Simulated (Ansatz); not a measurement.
Al:
```
Al
1.0
    0.00000     1.98743     1.98743
    1.98743     0.00000     1.98743
    1.98743     1.98743     0.00000
Al
1
Direct
  0.00000   0.00000   0.00000
```

Relaxed with r²SCAN+D4. Special points in fractions of this cell's reciprocal vectors: Γ (0.000, 0.000, 0.000); X (0.500, 0.000, 0.500); U (0.625, 0.250, 0.625); K (0.375, 0.375, 0.750); L (0.500, 0.500, 0.500); W (0.500, 0.250, 0.750).

Q: List the band energies nearest the Fermi level at these points for DFT-r²SCAN+D4 in the program Ansatz with PAW potentials.

A: In eV from the Fermi level; about four levels below and three above (degenerate sets whole), none deeper than 8.9 eV; … stands for higher levels left out; points with the same levels are listed once.

| k | below | above |
|---|---|---|
| Γ | – | … |
| X | -3.29 -1.68 | 5.46 … |
| U | -2.15 -1.64 -0.18 | … |
| L | -5.21 -4.60 | … |
| W | -1.01 -1.01 -0.07 | … |

Space group Fm-3m (fcc (Cu type)). The r²SCAN+D4 relaxation kept the symmetry of its start. The pairwise dispersion correction was not fitted to metals.

Potentials: the earlier of the program's two PAW sets.
